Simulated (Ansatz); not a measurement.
In r²SCAN (plane waves, PAW; program Ansatz), CuO in the tetragonal phase (I4/mmm; Cu on 2a, O on 2b) relaxes to a = 2.759 Å, c = 5.439 Å. Cu has 4 nearest neighbours from 1.95 Å (square planar); O has 4 nearest neighbours from 1.95 Å (square planar). Against the elements it lies at -0.57 eV/atom, with no fitted shifts.

Electronic character: metallic (no gap). The magnetic state found is ferromagnetic. The net moment is 0.27 μB per atom.

Bader charges are Cu +1.15, O -1.15 e.

The start of the workflow was typed in or built on a structure type; neither database checked (COD, Materials Project) lists it. It is not the phase usual at ambient conditions (space group No. 15). The cell was relaxed with r²SCAN under the symmetry of its start; whether a distortion lowers the energy is not shown. Magnetic state: ferromagnetic, the only order run, not a proven ground state. The cell computed holds one magnetic atom, so no antiferromagnetic order was within reach. Other orbital occupations within this spin state were not tried. No Hubbard U is applied. The compound may be a true metal, but semilocal functionals without U, or a wrong spin order, can also close a gap. The references are the lowest solids computed at this level, not always the standard phases (solids in place of the gases).

Potentials: the later of the program's two PAW sets.
